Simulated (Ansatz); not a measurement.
Data:

NiN$_{2}$:
```
NiN2
1.0
    4.42382     0.00000     0.00000
    0.00000     4.42382     0.00000
    0.00000     0.00000     2.53174
Ni N
2 4
Direct
  0.50000   0.50000   0.00000
  0.00000   0.00000   0.00000
  0.90459   0.40459   0.50000
  0.09541   0.59541   0.50000
  0.59541   0.90459   0.50000
  0.40459   0.09541   0.50000
```

This is the PBEsol-relaxed structure.

### Question
All from PBEsol in the plane-wave PAW code Ansatz, unless another level is named. Predict the electronic character.

### Answer
metallic (no gap).

### Question
And the density of states at the Fermi level?

### Answer
0.55 states/eV per atom (mean over ±0.08 eV).

### Question
Give the formation energy from the elements (no fitted shifts).

### Answer
0.58 eV/atom.

Space group P4/mbm. The start of the workflow was typed in or built on a structure type; neither database checked (COD, Materials Project) lists it. Whether it is the stable phase at ambient conditions was not checked. Symmetry was held in the PBEsol relaxation. At this level the phase is dynamically unstable (imaginary phonons). The workflow began spin-polarised and lost its moments. The volume moved by 24 % from the start of the relaxation. Its formation energy is positive at this level, so the cell may be metastable or incomplete. The references are the lowest solids computed at this level, not always the standard phases (solids in place of the gases).

Potentials: the earlier of the program's two PAW sets. The files were generated under PBE; for other functionals the program regenerates the frozen cores, and for LDA and PBEsol the local potential too.
